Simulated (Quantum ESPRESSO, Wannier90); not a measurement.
Tight-binding from DFT: Ni₂Ge (P6₃/mmc)

```
begin unit_cell_cart
ang
    3.9798101896    0.0000000000    0.0000000000
   -1.9899050948    3.4466167264    0.0000000000
    0.0000000000    0.0000000000    5.0238800000
end unit_cell_cart
begin atoms_frac
Ni  -0.3333333333  0.3333333333  0.2500000000
Ni   0.3333333333 -0.3333333333 -0.2500000000
Ni   0.0000000000  0.0000000000  0.0000000000
Ni   0.0000000000  0.0000000000  0.5000000000
Ge  -0.3333333333  0.3333333333 -0.2500000000
Ge   0.3333333333 -0.3333333333  0.2500000000
end atoms_frac
```

Cell from Materials Project (mp-1594), symmetrised, no further relaxation. Not found in the COD (Crystallography Open Database) copy used; not checked further. Computed values, not measurements, from PBEsol: Quantum ESPRESSO (norm-conserving PseudoDojo potentials, cutoff 79 Ry, no spin polarisation, no spin-orbit coupling) on a Γ-centred 4×4×4 mesh, then Wannier90. Density: 12×12×6 mesh, cold smearing 0.01 Ry. A non-magnetic state is assumed; magnetic ones were not tried. Spin-orbit coupling, left out, would split the p-like bands by a few tenths of an eV.

Bands 27-28 form an isolated set from -13.03 to -8.93 eV relative to the Fermi level (on the path) and are turned into 2 Wannier functions by minimising the spread from the start: atomic waves Ge 4s.

Problem. Where do the functions sit, how wide are they and what are they made of?

Solution. 
| functions | spread (Å²) | nearest atom, distance (Å) | second atom, distance (Å) | weight on atomic waves |
|---|---|---|---|---|
| 2 | 2.43 | Ge 0.00 | Ni 2.30 | Ge 4s 60 %, Ni 4s 23 %, Ge 4p 7 % |

Ω_I = 4.78 Å², Ω_total = 4.87 Å²; the interpolated bands follow pw.x to 24 meV rms on the path. Only this start was tried; a symmetric start can stop on a saddle, and mixtures of these functions could lower the total by at most Ω_total − Ω_I.
